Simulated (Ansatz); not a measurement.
Nb:
```yaml
crystal:
  lattice:
    - [0.00000, 2.95186, 2.95186]
    - [2.95186, 0.00000, 2.95186]
    - [2.95186, 2.95186, 0.00000]
  atoms:
    - { symbol: Nb, position: [0.00000, 0.00000, 0.00000] }
    - { symbol: Nb, position: [0.25000, 0.25000, 0.25000] }
```

This is the PBE-relaxed structure.

Question: All from DFT-PBE in the program Ansatz with PAW potentials, unless another level is named. Estimate the density of states at the Fermi level.

Answer: 1.7 states/eV per atom (mean over ±0.08 eV).

Question: What about the gap with spin–orbit coupling?

Answer: none (metallic).

Space group Fd-3m (diamond). The start of the workflow was typed in or built on a structure type; neither database checked (COD, Materials Project) lists it. It is not the phase usual at ambient conditions (space group No. 229). The PBE relaxation kept the symmetry of its start; whether a distortion lowers the energy is not shown. No spin polarisation was allowed. Spin–orbit coupling is left out wherever it is not named.

Potentials: the later of the program's two PAW sets.
